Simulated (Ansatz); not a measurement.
**Trial structures of Cd3InO: starts and ends**

Level of theory: Ansatz, DFT PBE, scalar-relativistic, plane waves, PAW. All cells share a 420 eV cutoff and Γ-centred k meshes spaced at most about 0.3 Å⁻¹ (about 0.25 or finer for metals, 2π included). Collinear spin in cells that started with moments and kept them past the coarse steps, no spin elsewhere.

Each guess was relaxed in cell and atoms at zero pressure, within the symmetry of its start. All energies are static (0 K, no zero-point motion). Coordination counts Cd or In atoms around O (for each partner element, those within 1.25 times its shortest distance or 1.15 times the sum of covalent radii, where it is the nearest in units of that sum or under 1.3; a plus sign parts groups by distance over the sum of covalent radii; the shortest distance is added where it exceeds 1.18 times the sum of covalent radii).

```tsv
guess	made from	start group	V start (Å³/atom)	end group	V end (Å³/atom)	coordination at the end	gap on mesh (eV)	largest moment (μB)	E over the lowest end (meV/atom)
1	CsAuBr3 type	Pm-3m	19.9	?	?	?	?	?	?
2	random cell	P4mm	20.6	P4mm	29.4	O 1+4	0	-	153
3	Pr3InO type	Pm-3m	21.7	Pm-3m (antiperovskite)	21.1	O 6	0	-	110
4	random cell	Pmmm	25.5	Pmmm	22.3	O 4	0	-	0
```

Guess 1 as it starts:

```cif
data_structure
_symmetry_space_group_name_H-M 'P 1'
_symmetry_Int_Tables_number 1
_cell_length_a 4.6357
_cell_length_b 4.6357
_cell_length_c 4.6357
_cell_angle_alpha 90.000
_cell_angle_beta 90.000
_cell_angle_gamma 90.000
_cell_volume 99.62
loop_
_atom_site_label
_atom_site_type_symbol
_atom_site_fract_x
_atom_site_fract_y
_atom_site_fract_z
_atom_site_occupancy
Cd1 Cd 0.00000 0.00000 0.50000 1
Cd2 Cd 0.50000 0.00000 0.00000 1
Cd3 Cd 0.00000 0.50000 0.00000 1
In1 In 0.00000 0.00000 0.00000 1
O1 O 0.50000 0.50000 0.50000 1
```

**Question.** Predict the end of this guess and its energy over the lowest end.

**Answer.** It ends in the antiperovskite type, space group Pm-3m (No. 221), with a = 5.460 Å, 32.6 Å³/atom and no gap, with moments up to 1.2 μB. It lies 0.87 eV/atom over the lowest end, above guess 2 and so the highest of the set. Counting Cd or In atoms around O, this end has O 12 from 3.9 Å and the lowest (guess 4) has O 4.

```yaml
crystal:
  lattice:
    - [5.46026, 0.00000, 0.00000]
    - [0.00000, 5.46026, 0.00000]
    - [0.00000, 0.00000, 5.46026]
  atoms:
    - { symbol: Cd, position: [0.00000, 0.00000, 0.50000] }
    - { symbol: Cd, position: [0.50000, 0.00000, 0.00000] }
    - { symbol: Cd, position: [0.00000, 0.50000, 0.00000] }
    - { symbol: In, position: [0.00000, 0.00000, 0.00000] }
    - { symbol: O, position: [0.50000, 0.50000, 0.50000] }
```

Formation energies are uncorrected and refer to the elements' standard structures at the same level (O₂ as a molecule).

**Question.** Is the lowest end bound against the elements?

**Answer.** Yes: its formation energy is −0.24 eV/atom. A negative formation energy is needed for stability but isn't enough: competing phases decide.

The magnetic state reached may not be the lowest. Cells relaxed within their symmetry can be saddle points. A lower structure may well exist outside this small set. Some candidate types were left out of the draw beforehand, so a known form may be missing.
